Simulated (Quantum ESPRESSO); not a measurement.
# One change at a time to Mg2PdTiW4

Calculated results; nothing here was measured. They come from Quantum ESPRESSO 7.5, a public plane-wave density functional program. Each row is one single-point run on a made-up periodic cell of eight metal atoms, with elements, volume, strain and displacements drawn at random and not relaxed, so a cell may be unstable or far from any real phase. There is no spin polarisation or spin-orbit coupling.

Settings: PBE unless stated; PseudoDojo standard norm-conserving files; Fermi-Dirac width 0.25 eV, which means electrons at about 2900 K; cutoff 1143 eV; 8 x 4 x 4 k mesh shifted half a step off Gamma. E is the free energy of the whole cell (internal energy minus TS), so a -TS column is already part of it. Stress is positive in tension, and the pressure P is minus a third of its trace.

Checks: one run of this series was repeated at a higher cutoff and on a denser mesh, which moved values by no more than 0.004 eV, 0.02 GPa and 0.014 eV/Å, and a second program with other atomic files agreed on it to 2 % rms in force and 0.5 GPa in pressure. Known limits: heavy elements are run without spin-orbit coupling, which real alloys of them have; a spin test at this wide smearing found no moment, but such smearing suppresses magnetism that the real alloy may have.

The lattice is hexagonal close-packed, and the cell vectors in Å are (-3.012, 0.016, 0.035); (0.030, 5.150, -4.824); (0.084, -5.078, -4.746), a volume of 147.38 Å³ in run 1. The elements on sites 1 to 8 are W W Mg Ti W Pd W Mg. Each later run makes one change to run 1 and keeps the rest. E is counted from run 1, and is n/a where other atomic files have another zero of energy.

| run | change | V (Å³) | P (GPa) | -TS (eV) | rms force (eV/Å) | largest change of a force component (eV/Å) | E (eV) |
|---|---|---|---|---|---|---|---|
| 1 | none | 147.38 | -14.15 | -1.770 | 0.539 | 0.000 | 0.000 |
| 2 | sites 3 and 5 exchanged | 147.38 | -14.26 | -1.836 | 0.526 | 1.595 | 0.491 |
| 3 | all lengths scaled by +1.35 % | 153.44 | -18.03 | -1.857 | 0.560 | 0.158 | ? |
| 4 | LDA in place of PBE | 147.38 | -22.51 | -1.790 | 0.615 | 0.236 | n/a |
| 5 | Al on site 3 | 147.38 | -17.67 | -1.662 | 0.470 | 0.869 | n/a |
| 6 | site 6 moved by -0.09 Å along z | 147.38 | -13.97 | -1.771 | 0.531 | 0.334 | 0.008 |

## Worked estimate

Along a uniform scaling dE = -P dV. The mean of the two pressures is -16.090 GPa and the volume changes by 6.06 Å³, with 160.2 GPa to one eV/Å³. The same two rows give -V dP/dV = 96 GPa for this cell with clamped atoms, which is not the bulk modulus of a real alloy.

## Withheld value

Question: what E should run 3 give?

The estimate is 0.609 eV. The calculation gave 0.610 eV.
